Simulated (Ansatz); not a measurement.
**TeH4Br2O2, a known structure type with other elements, at an estimated volume**

```
Te Br O H
1.0
     3.88767    4.58402    0.00000
     3.88767   -4.58402    0.00000
     0.50853    0.00000   -3.81122
Te Br O H
1 2 2 4
Cartesian
  0.0000 0.0000 0.0000
  2.0774 0.0000 -1.6708
  6.2065 0.0000 -2.1404
  3.8877 -2.3874 0.0000
  3.8877 2.3874 0.0000
  5.0253 -1.7511 -3.2815
  3.2586 -1.7511 -0.5298
  3.2586 1.7511 -0.5298
  5.0253 1.7511 -3.2815
```

The numbers come from plane-wave PAW DFT (Ansatz): r2SCAN, no spin polarisation, 500 eV, 5×5×7 Γ-centred k points, fermi-dirac occupations (width 0.1 eV). Nothing was relaxed.

Task: What happens at the Fermi level?

Result: It is a metal, with about 3.5 states/eV a cell as the mean within 0.25 eV of the Fermi level, mostly Te p (56 %) and Br p (21 %).

Task: What does the stress say?

Result: The pressure is 10.8 GPa (compression positive), so with the atoms held at these fractions the cell would first expand; the forces are large, so a full relaxation may end otherwise. The principal stresses 4.9, 8.5, 19.0 GPa differ, so its shape would change too.

Task: Where is the largest force?

Result: The largest is on O4 (and as large on other atoms): 3.90 eV/Å, components (0.00, 3.90, 0.00). It makes 52° with the line to a nearest neighbour, H6 at 1.04 Å.

Task: Is it stable against the elements?

Result: -0.24 eV an atom against the elements' usual phases (free molecules for gases, crystals otherwise, with no correction for O₂ or N₂), so it is bound against them; other compounds may still compete. Relaxing would lower it.

Origin: a known structure type with other elements, at an estimated volume, so it need not be a known compound. Caveats: many states at the Fermi level without spin polarisation, so a magnetic state may lie lower; atoms or cell far from equilibrium.
